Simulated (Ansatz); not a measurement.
Si₃N₄ (space group P6_3/m)

```
Si3N4
1.0
    7.66352     0.00000     0.00000
   -3.83176     6.63680     0.00000
    0.00000     0.00000     2.92654
Si N
6 8
Cartesian
 -1.39024   5.47524   2.19490
  5.22200   1.16156   0.73163
  2.22670   1.53363   0.73163
  1.60506   5.10317   2.19490
 -0.21482   2.69520   2.19490
  4.04658   3.94161   0.73163
  0.00000   4.42454   2.19490
  3.83176   2.21227   0.73163
  4.85983   4.44664   2.19490
 -1.02807   2.19017   0.73163
 -1.42099   6.43205   0.73163
  5.25275   0.20475   2.19490
  1.38271   1.98542   2.19490
  2.44905   4.65139   0.73163
```

The slice is a (-1 1 0 0) plane (indices of the conventional cell) through the point (0.175, 0.406, 0.750) (fractional), spanned by u = [001] and v = [110] in vectors of this cell: u (2.93 Å) and v (7.66 Å, at 90° to u). It covers one period; positions are fractions (u, v).

Method: PBE (plane waves to 420 eV, PAW, scalar-relativistic; Ansatz, a quantum-chemistry and plane-wave program). k mesh 4×4×9. Inside the PAW spheres the values are not all-electron values, and peaks at nuclei hang on which shells count as valence. Si3N4 was relaxed with its symmetry unable to fall.

### Question
Sketch the valence electron density on this plane as a map.

### Answer
```
|13567777653|
|34678998764|
|44679999764|
|33568998653|
|12356776532|
|01235555321|
|00123443210|
|22222222222|
|44322222234|
|65532222355|
|77642112467|
|87642112467|
|87642112467|
|77542112457|
|66532222356|
|44433223344|
|23333223333|
|44433223344|
|66542222456|
|77542112457|
|77642112467|
|87642002467|
|77642002467|
|76532002356|
|66532002356|
|55432112345|
|22343333432|
|01455555541|
```
Scale: ten equal steps from -1.24 (start of '0') to 0.41 (end of '9'), in the order '0123456789'. Values: log₁₀ of the valence density in e/Å³. The map has 11 points along u (one character each, u = 0 at the left) and 28 along v (v = 0 in the bottom row). The scale is logarithmic, as a density can span decades between atoms and voids.
